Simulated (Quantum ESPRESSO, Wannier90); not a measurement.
**SnS2 (I-42d), plane waves to Wannier functions**

```xyz
6
Lattice="5.9265 0.0000 0.0000 0.0000 5.9265 0.0000 -2.9632 -2.9632 4.9111" Properties=species:S:1:pos:R:3 pbc="T T T"
Sn     0.0000    -2.9632     2.4556
Sn     0.0000     0.0000     0.0000
S     -1.4505    -1.4816     1.2278
S     -1.4816     1.4505    -1.2278
S      1.4505     1.4816     1.2278
S      1.4816    -1.4505    -1.2278
```

Cell from Materials Project (mp-1002063), symmetrised, no further relaxation. Not found in the COD (Crystallography Open Database) copy used, which has the formula in other groups; not checked further. Computed values, not measurements, from LDA: Quantum ESPRESSO (norm-conserving PseudoDojo potentials, cutoff 58 Ry, no spin polarisation, no spin-orbit coupling) on a Γ-centred 4×4×4 mesh, then Wannier90. Density: 6×6×6 mesh, cold smearing 0.01 Ry. Spin-orbit coupling is left out although heavy elements are present.

A tight-binding model is made by disentanglement and projection with no localisation steps (num_iter = 0), so the 24 orbitals stay atom-like: hydrogen-like Sn: s;p; S: s;p, axes along x, y, z; frozen window up to 3.23 eV relative to the valence-band maximum. It follows pw.x to 1.6 meV rms for states up to 2.7 eV relative to the valence-band maximum. Matrix elements depend on this choice of orbitals and windows.

Q: What are the on-site energies relative to the valence-band maximum, and how fast do the hoppings decay?

A: 
| atom | orbitals | energy (eV) |
|---|---|---|
| Sn1 | s | -3.50 |
| Sn1 | pz | 2.51 |
| Sn1 | px py | 2.91 |
| Sn2 | s | -3.50 |
| Sn2 | pz | 2.51 |
| Sn2 | px py | 2.91 |
| S3 | s | -10.29 |
| S3 | pz | -0.51 |
| S3 | px | -0.68 |
| S3 | py | -0.55 |
| S4 | s | -10.29 |
| S4 | pz | -0.51 |
| S4 | px | -0.55 |
| S4 | py | -0.68 |
| S5 | s | -10.29 |
| S5 | pz | -0.51 |
| S5 | px | -0.68 |
| S5 | py | -0.55 |
| S6 | s | -10.29 |
| S6 | pz | -0.51 |
| S6 | px | -0.55 |
| S6 | py | -0.68 |

```
distance of the centres (Å)  largest modulus (eV)
---------------------------  --------------------
2–3                                           1.5
3–4                                          0.42
4–5                                          0.19
5–6                                         0.093
6–7                                         0.073
7–8                                         0.025
8–9                                         0.023
```
